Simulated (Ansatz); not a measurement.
Cs2NaScF6:
```cif
data_Cs8F24Na4Sc4
_chemical_formula_sum 'Cs8 Na4 Sc4 F24'
_space_group_name_H-M_alt 'Fm-3m'
_space_group_IT_number 225
_space_group_name_Hall '-F 4 2 3'
_cell_length_a 8.58656
_cell_length_b 8.58656
_cell_length_c 8.58656
_cell_angle_alpha 90.000
_cell_angle_beta 90.000
_cell_angle_gamma 90.000
loop_
_atom_site_label
_atom_site_type_symbol
_atom_site_symmetry_multiplicity
_atom_site_Wyckoff_symbol
_atom_site_fract_x
_atom_site_fract_y
_atom_site_fract_z
_atom_site_occupancy
Cs1 Cs 8 c 0.25000 0.25000 0.25000 1
Na1 Na 4 b 0.50000 0.50000 0.50000 1
Sc1 Sc 4 a 0.00000 0.00000 0.00000 1
F1 F 24 e 0.00000 0.00000 0.23313 1
```
(The calculation used a cell of 10 atoms; values per cell refer to that cell.)

This is the LDA-relaxed structure.

### Question
All from LDA (plane waves, PAW; program Ansatz), unless another level is named. Give the band gap.

### Answer
7.10 eV (smallest direct gap 7.12 eV).

### Question
Predict the electron effective mass, band 1 of 3 at the edge.

### Answer
12 along [100], 6.7 along [110], 5.6 along [111] (mₑ).

### Question
Predict the valence-band maximum.

### Answer
on the K–Γ line, 63 % of the way from K.

The workflow started from a Materials Project entry (that database holds measured and hypothetical structures alike); the Crystallography Open Database copy checked does not list it. Whether it is the stable phase at ambient conditions was not checked. The LDA relaxation kept the symmetry of its start; phonons on a q-mesh show no instability. The run is not spin-polarised. Spin–orbit coupling is left out wherever it is not named.

Potentials: the later of the program's two PAW sets.
